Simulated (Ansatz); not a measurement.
Data:

TiO2 (rutile)

```xyz
6
Lattice="4.5916 0.0000 0.0000 0.0000 4.5916 0.0000 0.0000 0.0000 2.9391" Properties=species:S:1:pos:R:3 pbc="T T T"
Ti     0.0000     0.0000     0.0000
Ti     2.2958     2.2958     1.4696
O      1.3978     1.3978     0.0000
O      3.6936     0.8980     1.4696
O      0.8980     3.6936     1.4696
O      3.1938     3.1938     0.0000
```

Scan: atom 1 (Ti, nearest neighbour O at 1.942 Å; its periodic images, 2.9 Å or more away, move with it) is displaced along Cartesian [110], direction (0.707, 0.707, 0.000) in Cartesian axes, by s. The other atoms stay.

The numbers are results of PBEsol (plane waves to 420 eV, PAW, scalar-relativistic; Ansatz, a quantum-chemistry and plane-wave program), not measurements. k mesh 6×6×9 (Γ-centred), Fermi-Dirac smearing 0.05 eV. The energy includes the smearing's −TS. The PAW data are Ansatz's earlier set. TiO2 is run without spin polarisation. TiO2 was relaxed with its symmetry unable to fall. ΔE is measured from the undisplaced structure.

The scan covers s from -0.190 to 0.190 Å in 11 points.

Problem. Is the energy the same for equal positive and negative displacements?

Solution. Even: the same for both signs. With its periodic images moving along, the atom's site symmetry in this cell is mmm.

Problem. What force acts on the atom along the line at s = -0.190 Å?

Solution. 2.84 eV/Å.

Problem. What is the energy change at s = 0.190 Å?

Solution. 233.0 meV/cell.

Problem. What is the force constant k = d²E/ds² of this move at s = 0?

Solution. 10.8 eV/Å².

(For displaced atoms, the force is minus the slope of the energy, and its curvature is a force constant, which sets phonon frequencies.)
